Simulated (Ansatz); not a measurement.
**Field gradients of ZnS from run to run**

Cell of run 1: a Materials Project structure (computed, not necessarily an observed phase), taken as it stands.

```cif
data_structure
_symmetry_space_group_name_H-M 'P 1'
_symmetry_Int_Tables_number 1
_cell_length_a 3.8087
_cell_length_b 3.8087
_cell_length_c 62.2639
_cell_angle_alpha 90.000
_cell_angle_beta 90.000
_cell_angle_gamma 120.000
_cell_volume 782.19
loop_
_atom_site_label
_atom_site_type_symbol
_atom_site_fract_x
_atom_site_fract_y
_atom_site_fract_z
_atom_site_occupancy
Zn1 Zn 0.00000 0.00000 0.40000 1
Zn2 Zn 0.33333 0.66667 0.44998 1
Zn3 Zn 0.66667 0.33333 0.20002 1
Zn4 Zn 0.66667 0.33333 0.65000 1
Zn5 Zn 0.33333 0.66667 0.70002 1
Zn6 Zn 0.00000 0.00000 0.60001 1
Zn7 Zn 0.66667 0.33333 0.94998 1
Zn8 Zn 0.00000 0.00000 0.10001 1
Zn9 Zn 0.66667 0.33333 0.35002 1
Zn10 Zn 0.66667 0.33333 0.05005 1
Zn11 Zn 0.00000 0.00000 0.90000 1
Zn12 Zn 0.33333 0.66667 0.55005 1
Zn13 Zn 0.00000 0.00000 0.25000 1
Zn14 Zn 0.33333 0.66667 0.85002 1
Zn15 Zn 0.00000 0.00000 0.75000 1
Zn16 Zn 0.66667 0.33333 0.50002 1
Zn17 Zn 0.33333 0.66667 0.15000 1
Zn18 Zn 0.66667 0.33333 0.80001 1
Zn19 Zn 0.33333 0.66667 0.30001 1
Zn20 Zn 0.33333 0.66667 0.00002 1
S21 S 0.66667 0.33333 0.23749 1
S22 S 0.66667 0.33333 0.83749 1
S23 S 0.33333 0.66667 0.88749 1
S24 S 0.33333 0.66667 0.33749 1
S25 S 0.00000 0.00000 0.78749 1
S26 S 0.66667 0.33333 0.08750 1
S27 S 0.33333 0.66667 0.48744 1
S28 S 0.00000 0.00000 0.28749 1
S29 S 0.00000 0.00000 0.13749 1
S30 S 0.66667 0.33333 0.68749 1
S31 S 0.33333 0.66667 0.03753 1
S32 S 0.66667 0.33333 0.98744 1
S33 S 0.66667 0.33333 0.53753 1
S34 S 0.66667 0.33333 0.38749 1
S35 S 0.33333 0.66667 0.73749 1
S36 S 0.33333 0.66667 0.18749 1
S37 S 0.00000 0.00000 0.63749 1
S38 S 0.33333 0.66667 0.58750 1
S39 S 0.00000 0.00000 0.93748 1
S40 S 0.00000 0.00000 0.43748 1
```

Atom numbers follow the list; atoms alike are taken as one site, whose name carries the number of the first.

All runs are DFT with Ansatz 0.2.0 (plane waves and PAW, scalar-relativistic unless spin–orbit coupling is named, Γ-centred meshes, Fermi–Dirac smearing where given) in this cell.

Run 1: PBE, atoms as given; 420 eV, 8×8×1 k-points, smearing 0.02 eV.
Run 2: r2SCAN, atoms as given; 500 eV, 8×8×1 k-points, smearing 0.02 eV.
Run 3: LDA, atoms as given; 420 eV, 8×8×1 k-points, smearing 0.02 eV.

```json
{"run": "1", "Zn16 V_zz (η)": "-0.11 (0.00)", "S27 V_zz (η)": "0.11 (0.00)", "S31 V_zz (η)": "0.20 (0.00)"}
{"run": "2", "Zn16 V_zz (η)": "?", "S27 V_zz (η)": "?", "S31 V_zz (η)": "?"}
{"run": "3", "Zn16 V_zz (η)": "-0.11 (0.00)", "S27 V_zz (η)": "0.10 (0.00)", "S31 V_zz (η)": "0.20 (0.00)"}
```

V_zz in 10²¹ V/m²; 3 of the 14 sets of like atoms are followed.

**Question.** Estimate the row of run 2.

**Answer.** Zn16: -0.099 (0.00); S27: 0.092 (0.00); S31: 0.21 (0.00). It lies nearest to run 3, from whose tensors on these sites it differs by 0.01 at most (largest principal value of the difference).

With these PAW files V_zz is typically within 2 to 3 % of all-electron values, but misses above 10 % occur on Zn.
